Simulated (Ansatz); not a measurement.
Ag:
```yaml
crystal:
  lattice:
    - [0.00000, 2.02653, 2.02653]
    - [2.02653, 0.00000, 2.02653]
    - [2.02653, 2.02653, 0.00000]
  atoms:
    - { symbol: Ag, position: [0.00000, 0.00000, 0.00000] }
```

Relaxed with PBEsol. Special points in fractions of this cell's reciprocal vectors: Γ (0.000, 0.000, 0.000); X (0.500, 0.000, 0.500); U (0.625, 0.250, 0.625); K (0.375, 0.375, 0.750); L (0.500, 0.500, 0.500); W (0.500, 0.250, 0.750).

Task: List the band energies nearest the Fermi level at these points for DFT-PBEsol in the program Ansatz with PAW potentials.

Result: In eV from the Fermi level; about four levels below and three above (degenerate sets whole), none deeper than 8.9 eV; … stands for higher levels left out; points with the same levels are listed once.

| k | below | above |
|---|---|---|
| Γ | -4.94 -4.94 -4.94 -3.84 -3.84 | 15.78 … |
| X | -6.52 -3.03 -2.79 -2.79 | 1.41 6.81 … |
| U | -5.78 -4.20 -3.61 -3.08 | 4.22 5.21 … |
| L | -4.96 -4.96 -3.00 -3.00 -0.63 | 3.63 … |
| W | -5.24 -5.24 -3.84 -2.78 | 5.92 5.92 … |

Space group Fm-3m (fcc (Cu type)). The cell was relaxed with PBEsol under the symmetry of its start. No spin polarisation was allowed. Scalar-relativistic: spin–orbit coupling is off unless named, which matters more the heavier the elements.

Potentials: the later of the program's two PAW sets.
